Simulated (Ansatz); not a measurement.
Crystals of one structure type (hcp (Mg type)), relaxed and computed with r²SCAN (plane waves, PAW; program Ansatz).

| crystal | a (Å) | V (Å³/atom) |
|---|---|---|
| Be | 2.261 | 7.90 |
| Y | 3.686 | 33.50 |
| Zr | 3.247 | 23.51 |
| Tc | 2.737 | 14.21 |
| Ru | 2.705 | 13.51 |
| Lu | 3.504 | 29.00 |
| Hf | (withheld) | (withheld) |
| Os | 2.738 | 14.02 |

**Question.** What belongs in the gaps?

**Answer.** 
- Hf, a (Å): 3.198
- Hf, V (Å³/atom): 22.35

All cells were relaxed under the symmetry of their starts (and spin orders); stability against distortions was not tested throughout. Rows with no word on spin ran without spin polarisation. Scalar-relativistic: spin–orbit coupling is off unless named, which matters more the heavier the elements.

Potentials: the earlier of the program's two PAW sets.
